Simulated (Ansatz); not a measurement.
Computed energy over volume and axial ratio: GaSb (zinc blende)

GaSb (zinc blende)

Space group F-43m (No. 216); a = b = c = 6.1114 Å, α = β = γ = 90.00°

```csv
atom,site,symmetry,x,y,z
Sb,4d,-43m,0.7500,0.7500,0.7500
Ga,4a,-43m,0.0000,0.0000,0.0000
```
(The calculation used a cell of 2 atoms; values per cell refer to that cell.)

The relaxed cell is deformed in two ways at once: its volume V is scaled, and at that volume it is stretched along z (the c axis of the conventional cell) so that c/a changes. Fractional atomic positions are held.

These are PBEsol (plane waves to 420 eV, PAW, scalar-relativistic; Ansatz, a program for electronic structure) values and carry that method's errors. k mesh 13×13×13 (Γ-centred), Fermi-Dirac smearing 0.05 eV. Energies are smeared free energies. Compression counts positive. With partly filled bands, the response to shear is sensitive to the k mesh, so small differences along c/a are uncertain. At this level the bands of GaSb touch or barely overlap; measurements give the solid a gap. GaSb was relaxed with its symmetry unable to fall. Spin-orbit coupling is left out, though Sb is heavy. ΔE is measured from the relaxed starting cell.

ΔE (eV/atom), with V/V₀ across and (c/a)/(c/a)₀ down:

```
(c/a)/(c/a)₀ \ V/V₀  0.920  0.960  1.000  1.040  1.080
-------------------  -----  -----  -----  -----  -----
0.880                0.066  0.042  0.036  0.043  0.063
0.940                0.043  0.017  0.009  0.016  0.035
1.000                0.034  0.008  0.000  0.007  0.025
1.060                0.043  0.017  0.010  0.017  0.035
1.120                0.071  0.045  0.038  0.045  0.064
```

σzz (GPa), with V/V₀ across and (c/a)/(c/a)₀ down:

```csv
(c/a)/(c/a)₀ \ V/V₀,0.920,0.960,1.000,1.040,1.080
0.880,7.4,4.8,2.6,0.8,-0.6
0.940,6.7,3.9,1.6,-0.3,-1.8
1.000,5.2,2.3,0.0,-1.8,-3.3
1.060,3.2,0.3,-1.9,-3.7,-5.1
1.120,0.9,-1.9,-4.0,-5.6,-6.9
```

Read from the data:

Lowest place on the grid: V/V₀ = 1.000, (c/a)/(c/a)₀ = 1.000 (0 meV/atom). Highest place on the grid: V/V₀ = 0.920, (c/a)/(c/a)₀ = 1.120 (71 meV/atom).

(Under strain, the slope of the energy per volume gives the stress and its curvature an elastic modulus.)
